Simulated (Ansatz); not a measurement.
Starting cell, Bi$_{2}$Te$_{3}$ (Bi2Te3 type, space group R-3m):

```
CELL_PARAMETERS angstrom
      2.19778     1.26889    10.46295
     -2.19778     1.26889    10.46295
      0.00000    -2.53778    10.46295
ATOMIC_POSITIONS crystal
  Bi 0.39835 0.39835 0.39835
  Bi 0.60165 0.60165 0.60165
  Te 0.00000 0.00000 0.00000
  Te 0.21376 0.21376 0.21376
  Te 0.78624 0.78624 0.78624
```

Scan: atom 3 (Te, nearest neighbour Bi at 3.256 Å; its periodic images, 4.4 Å or more away, move with it) is displaced along Cartesian [111], direction (0.577, 0.577, 0.577) in Cartesian axes, by s. The other atoms stay.

These are r2SCAN+rVV10 (plane waves to 500 eV, PAW, scalar-relativistic; Ansatz, a first-principles code) values and carry that method's errors. k mesh 7×7×7 (Γ-centred), Fermi-Dirac smearing 0.05 eV. E stands for the smeared free energy. Bi2Te3 was relaxed with its symmetry unable to fall. Spin-orbit coupling is left out, though Bi and Te are heavy. The PAW data are Ansatz's earlier set. The zero of ΔE is the undisplaced structure.

| s (Å) | ΔE (eV/cell) |
|---|---|
| -0.980 | ? |
| -0.784 | ? |
| -0.588 | 0.684 |
| -0.392 | 0.288 |
| -0.196 | 0.069 |
| 0.000 | 0.000 |
| 0.196 | 0.069 |
| 0.392 | 0.288 |
| 0.588 | 0.684 |
| 0.784 | ? |
| 0.980 | ? |

Q: Complete the blanks.

A: 
- -0.980, ΔE (eV/cell): 2.163
- -0.784, ΔE (eV/cell): 1.295
- 0.784, ΔE (eV/cell): 1.295
- 0.980, ΔE (eV/cell): 2.163

(For displaced atoms, the force is minus the slope of the energy, and its curvature is a force constant, which sets phonon frequencies.)
